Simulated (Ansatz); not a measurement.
## Ti2Co (Fd-3m): electronic heat capacity from the density of states

Computed with DFT r2SCAN, scalar-relativistic, plane waves, PAW in Ansatz 0.2.0.

Plane waves to 500 eV, a k mesh through Γ of 10×10×10 on the computed 6-atom cell and Gaussian smearing (0.10 eV); collinear spin from starting moments 0.41 0.41 0.41 0.41 1.94 1.94 μB.

Relaxed cell: Fd-3m, a = 7.129 Å, b = 7.129 Å, c = 7.129 Å, α = 90.00°, β = 90.00°, γ = 90.00°, 6 atoms in the primitive cell. Whether it is the stable form of this composition wasn't checked.

The density of states at the Fermi level is 5.240 states/eV in the cell of 6 atoms (2 formula units; both spins, tetrahedra on a 15×15×15 mesh). The run ends with a moment of 4.85 μB a cell (largest on a site 1.76 μB), and the figure is for this state; a paramagnetic sample can have a quite different one. Another magnetic order, if the compound takes it, can change N(E_F) and the shape of the cell a good deal.

Task: What Sommerfeld coefficient does this give?

Result: Per formula unit N(E_F) = 2.620 states/eV. γ = (π²/3) k_B² N(E_F) N_A = 2.357 mJ/(mol K²) per state/eV, so γ = 6.2 mJ/(mol K²), a mole of formula units. This is the bare band result: a measured γ of the same phase and magnetic order is as a rule larger by a factor 1 + λ from phonons and spin fluctuations. N(E_F) at one energy is sensitive to the mesh where the density of states has sharp peaks.

The state reached may not be the lowest one.

Only this magnetic start was tried.